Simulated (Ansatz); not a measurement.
SrGe2Au2:
```
SrGe2Au2
1.0
   -2.25322     2.25322     5.16419
    2.25322    -2.25322     5.16419
    2.25322     2.25322    -5.16419
Sr Ge Au
1 2 2
Direct
  0.00000   0.00000   0.00000
  0.37872   0.37872   0.00000
  0.62128   0.62128   0.00000
  0.75000   0.25000   0.50000
  0.25000   0.75000   0.50000
```

Relaxed with PBEsol.

Q: Map the valence electron density (e/Å³), cut off at 2 on the plane through (0.000, 0.000, 0.000) spanned by u = [1, 1, 0] and v = [1, 0, 1] in lattice vectors, from the program Ansatz at the PBEsol level (PAW).

A: x is the fraction of u, y of v (the angle between them is 90°; rows are the nearest grid lines); atoms in the plane: Sr at (0.00, 0.00), Ge at (0.38, 0.00), Ge at (0.62, 0.00), Au at (0.25, 0.50), Au at (0.75, 0.50).
```
|+@@#:      .-@@@@@+::+@@@@@-.      :#@@+|
|%@@*:      .:@@@@@=::=@@@@@:.      :*@@%|
|@@@+.      .:*@@@@-..-@@@@*:.      .+@@@|
|@@#-       ..-#@%=:..:=%@#-..       -#@@|
|#*-.       ..:---:....:---:..       .-*#|
|::.      .....::..    ..::.....      .::|
|        .::::....      ....::::.        |
|       .-+#+-:..        ..:-+#+-.       |
|      .-%@@@%-.          .-%@@@%-.      |
|      :*@@@@@*:          :*@@@@@*:      |
|     .:@@@@@@@:.        .:@@@@@@@:.     |
|     .-@@@@@@@-.        .-@@@@@@@-.     |
|     .-@@@@@@@-.        .-@@@@@@@-.     |
|     .:@@@@@@@:.        .:@@@@@@@:.     |
|      :*@@@@@*:          :*@@@@@*:      |
|      .-%@@@%-.          .-%@@@%-.      |
|       .-+#+-:..        ..:-+#+-.       |
|        .::::....      ....::::.        |
|::.      .....::..    ..::.....      .::|
|#*-.       ..:---:....:---:..       .-*#|
|@@#-       ..-#@%=:..:=%@#-..       -#@@|
|@@@+.      .:*@@@@-..-@@@@*:.      .+@@@|
|%@@*:      .:@@@@@=::=@@@@@:.      :*@@%|
|+@@#:      .-@@@@@+::+@@@@@-.      :#@@+|
```
Scale: ten equal steps from 0.042 (start of ' ') to 2.00 (end of '@'), in the order ' .:-=+*#%@'; x runs from 0.000 to 1.00, y from 0.000 (bottom) to 1.00 (top).

The density is the valence pseudo-density with augmentation charge, so density and ELF within about 1 Å of a nucleus are not all-electron values.

Space group I4/mmm. The workflow started from an entry of the Crystallography Open Database (COD). Whether it is the stable phase at ambient conditions was not checked. Symmetry was held in the PBEsol relaxation; whether a distortion lowers the energy is not shown. Spin–orbit coupling is left out wherever it is not named.

Potentials: the later of the program's two PAW sets.
